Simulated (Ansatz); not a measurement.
Cu$_{3}$Sb:
```cif
data_Cu3Sb
_chemical_formula_sum 'Sb1 Cu3'
_space_group_name_H-M_alt 'P6/mmm'
_space_group_IT_number 191
_space_group_name_Hall '-P 6 2'
_cell_length_a 4.47929
_cell_length_b 4.47929
_cell_length_c 4.88932
_cell_angle_alpha 90.000
_cell_angle_beta 90.000
_cell_angle_gamma 120.000
loop_
_atom_site_label
_atom_site_type_symbol
_atom_site_symmetry_multiplicity
_atom_site_Wyckoff_symbol
_atom_site_fract_x
_atom_site_fract_y
_atom_site_fract_z
_atom_site_occupancy
Sb1 Sb 1 a 0.00000 0.00000 0.00000 1
Cu1 Cu 1 b 0.00000 0.00000 0.50000 1
Cu2 Cu 2 c 0.33333 0.66667 0.00000 1
```

Relaxed with r²SCAN.

Tabulate the valence density and the electron localisation function along the shortest Cu–Cu contact (2.59 Å), the program Ansatz at the r²SCAN level (PAW).



```csv
distance from Cu (Å),density (e/Å³),ELF
0.26,39.34,0.58
0.39,17.62,0.31
0.52,6.78,0.18
0.65,2.64,0.15
0.78,1.13,0.15
0.91,0.54,0.17
1.03,0.36,0.19
1.16,0.29,0.23
1.29,0.27,0.26
1.42,0.29,0.23
1.55,0.36,0.19
1.68,0.54,0.17
1.81,1.13,0.15
1.94,2.64,0.15
2.07,6.78,0.18
2.20,17.62,0.31
2.33,39.34,0.58
```

The density is the valence pseudo-density with augmentation charge, so density and ELF within about 1 Å of a nucleus are not all-electron values.

The start of the workflow was typed in or built on a structure type; neither database checked (COD, Materials Project) lists it. Its standing as an ambient phase is unchecked. The r²SCAN relaxation kept the symmetry of its start; whether a distortion lowers the energy is not shown. The run is not spin-polarised. Its formation energy is positive at this level, so the cell may be metastable or incomplete. Spin–orbit coupling is left out wherever it is not named.

Potentials: the earlier of the program's two PAW sets.
